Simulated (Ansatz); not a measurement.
WSe2:
```cif
data_Se4W2
_chemical_formula_sum 'W2 Se4'
_space_group_name_H-M_alt 'P63/mmc'
_space_group_IT_number 194
_space_group_name_Hall '-P 6c 2c'
_cell_length_a 3.30260
_cell_length_b 3.30260
_cell_length_c 13.22737
_cell_angle_alpha 90.000
_cell_angle_beta 90.000
_cell_angle_gamma 120.000
loop_
_atom_site_label
_atom_site_type_symbol
_atom_site_symmetry_multiplicity
_atom_site_Wyckoff_symbol
_atom_site_fract_x
_atom_site_fract_y
_atom_site_fract_z
_atom_site_occupancy
W1 W 2 c 0.33333 0.66667 0.25000 1
Se1 Se 4 f 0.66667 0.33333 0.12423 1
```

Relaxed with r²SCAN+D4.

Problem. Which orbitals make up the states near the band edges in r²SCAN+D4 in the plane-wave PAW code Ansatz?

Solution. Top 1 eV of the valence band: W 5d 68 %, Se 4p 28 %. Bottom 1 eV of the conduction band: W 5d 67 %, Se 4p 27 %. Projections are on Löwdin-orthogonalised atomic valence shells; empty p or d shells of many metals are not among them.

Problem. Tabulate the density of states.

Solution. States/eV per cell of 6 atoms, in 0.25 eV bins, energy from the valence-band maximum.

| E (eV) | total | Se 4p | W 5d | W 6s |
|---|---|---|---|---|
| -7.85 | 0.00 | 0.00 | 0.00 | 0.00 |
| -7.60 | 0.00 | 0.00 | 0.00 | 0.00 |
| -7.35 | 0.00 | 0.00 | 0.00 | 0.00 |
| -7.10 | 0.21 | 0.13 | 0.04 | 0.02 |
| -6.85 | 1.50 | 0.99 | 0.26 | 0.16 |
| -6.60 | 2.38 | 1.55 | 0.44 | 0.25 |
| -6.35 | 3.13 | 1.99 | 0.65 | 0.30 |
| -6.10 | 4.77 | 3.00 | 1.12 | 0.42 |
| -5.85 | 4.02 | 2.41 | 1.27 | 0.16 |
| -5.60 | 5.18 | 3.52 | 1.38 | 0.06 |
| -5.35 | 3.18 | 2.21 | 0.73 | 0.07 |
| -5.10 | 3.09 | 2.01 | 0.59 | 0.22 |
| -4.85 | 4.50 | 2.80 | 1.16 | 0.18 |
| -4.60 | 6.87 | 4.23 | 1.89 | 0.20 |
| -4.35 | 3.20 | 1.99 | 0.94 | 0.07 |
| -4.10 | 3.06 | 2.03 | 0.86 | 0.04 |
| -3.85 | 4.28 | 2.85 | 1.25 | 0.03 |
| -3.60 | 7.13 | 4.51 | 2.38 | 0.03 |
| -3.35 | 4.18 | 2.40 | 1.64 | 0.02 |
| -3.10 | 2.98 | 1.70 | 1.18 | 0.02 |
| -2.85 | 3.64 | 2.12 | 1.37 | 0.02 |
| -2.60 | 7.87 | 5.17 | 2.31 | 0.03 |
| -2.35 | 7.36 | 4.89 | 2.16 | 0.02 |
| -2.10 | 5.14 | 3.55 | 1.37 | 0.03 |
| -1.85 | 4.82 | 3.50 | 1.13 | 0.02 |
| -1.60 | 2.83 | 1.94 | 0.78 | 0.01 |
| -1.35 | 3.59 | 1.58 | 1.82 | 0.05 |
| -1.10 | 6.27 | 1.97 | 4.02 | 0.06 |
| -0.85 | 3.73 | 1.08 | 2.46 | 0.05 |
| -0.60 | 2.11 | 0.53 | 1.49 | 0.02 |
| -0.35 | 0.83 | 0.20 | 0.58 | 0.01 |
| -0.10 | 0.15 | 0.04 | 0.10 | 0.00 |
| 0.15 | 0.00 | 0.00 | 0.00 | 0.00 |
| 0.40 | 0.00 | 0.00 | 0.00 | 0.00 |
| 0.65 | 0.00 | 0.00 | 0.00 | 0.00 |
| 0.90 | 0.00 | 0.00 | 0.00 | 0.00 |
| 1.15 | 0.06 | 0.02 | 0.03 | 0.00 |
| 1.40 | 1.33 | 0.40 | 0.82 | 0.03 |
| 1.65 | 3.60 | 0.97 | 2.36 | 0.08 |
| 1.90 | 4.50 | 1.23 | 2.98 | 0.08 |
| 2.15 | 7.68 | 1.98 | 5.36 | 0.10 |
| 2.40 | 8.14 | 2.37 | 5.20 | 0.18 |
| 2.65 | 9.43 | 3.17 | 5.54 | 0.16 |
| 2.90 | 4.38 | 1.61 | 2.39 | 0.04 |
| 3.15 | 4.42 | 1.64 | 2.39 | 0.03 |
| 3.40 | 3.79 | 1.49 | 1.94 | 0.01 |
| 3.65 | 2.56 | 1.10 | 1.22 | 0.01 |
| 3.90 | 3.09 | 1.42 | 1.43 | 0.01 |
| 4.15 | 4.57 | 1.99 | 2.12 | 0.05 |
| 4.40 | 3.25 | 1.32 | 1.46 | 0.12 |
| 4.65 | 2.39 | 0.85 | 1.01 | 0.19 |
| 4.90 | 1.83 | 0.53 | 0.61 | 0.35 |
| 5.15 | 1.01 | 0.18 | 0.12 | 0.41 |
| 5.40 | 1.15 | 0.18 | 0.07 | 0.49 |
| 5.65 | 1.45 | 0.23 | 0.08 | 0.58 |
| 5.90 | 1.72 | 0.28 | 0.09 | 0.66 |

Space group P6_3/mmc. The r²SCAN+D4 relaxation kept the symmetry of its start. No spin polarisation was allowed. Scalar-relativistic: spin–orbit coupling is off unless named, which matters more the heavier the elements.

Potentials: the later of the program's two PAW sets.
